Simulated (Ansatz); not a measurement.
Si:
```cif
data_Si16
_chemical_formula_sum 'Si16'
_space_group_name_H-M_alt 'Ia-3'
_space_group_IT_number 206
_space_group_name_Hall '-I 2b 2c 3'
_cell_length_a 6.64743
_cell_length_b 6.64743
_cell_length_c 6.64743
_cell_angle_alpha 90.000
_cell_angle_beta 90.000
_cell_angle_gamma 90.000
loop_
_atom_site_label
_atom_site_type_symbol
_atom_site_symmetry_multiplicity
_atom_site_Wyckoff_symbol
_atom_site_fract_x
_atom_site_fract_y
_atom_site_fract_z
_atom_site_occupancy
Si1 Si 16 c 0.10072 0.10072 0.10072 1
```
(The calculation used a cell of 8 atoms; values per cell refer to that cell.)

Relaxed with r²SCAN. The program Ansatz at the r²SCAN level (PAW) gives no gap.

Problem. What gap does HSE06 give on the same cell (Ansatz, PAW)?

Solution. It stays without a gap at the points solved. The hybrid was solved on a coarser mesh and at special points; the gap given is the minimum over both. On such a mesh it can open a false gap in a semimetal.

| k | v1 r²SCAN | c1 r²SCAN | v1 HSE06 | c1 HSE06 |
|---|---|---|---|---|
| Γ | -1.06 | 1.77 | … | … |
| H | 0.00 | 0.00 | 0.00 | 0.00 |
| P | -3.35 | 2.35 | … | … |
| N | -1.52 | 0.47 | … | … |

Problem. Top valence (v1) and lowest conduction level (c1) in eV from each method's valence maximum (which need not be a listed point): supply the withheld HSE06 values.

Solution. 
- N, v1 HSE06: -1.58
- N, c1 HSE06: 0.76
- Γ, v1 HSE06: -1.15
- Γ, c1 HSE06: 2.12
- P, v1 HSE06: -3.51
- P, c1 HSE06: 2.74

Cost on shared cores: the r²SCAN run (SCF on a 9×9×9 mesh, then bands and DOS) around 100 core-seconds (rough), the HSE06 run (SCF on 4×4×4, then a few points) about 2.6 core-minutes (a rough figure); the tasks are unlike.

The workflow started from an entry of the Crystallography Open Database (COD), which files this formula under 3 space groups. It is not the phase usual at ambient conditions (space group No. 227). Symmetry was held in the r²SCAN relaxation; whether a distortion lowers the energy is not shown.

Potentials: the later of the program's two PAW sets.
